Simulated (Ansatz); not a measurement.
CaB6 (Pm-3m) was relaxed and computed twice in Ansatz (plane waves, PAW), once with HSE06 and once with LDA.

|  | run 1 | run 2 |
|---|---|---|
| cell | a = b = c = 4.0877 Å, α = β = γ = 90.00° | a = b = c = 4.135 Å, α = β = γ = 90.00° |
| gap (eV) | none | 0.42 |
| B₀ by P(V) fit (GPa) | 160 | 156 |

Task: Which run used which functional?

Result: Run 1 is LDA, run 2 is HSE06.

All cells were relaxed under the symmetry of their starts (and spin orders); stability against distortions was not tested throughout.

Potentials: the later of the program's two PAW sets.

Ansatz (a first-principles code) is a plane-wave DFT program.
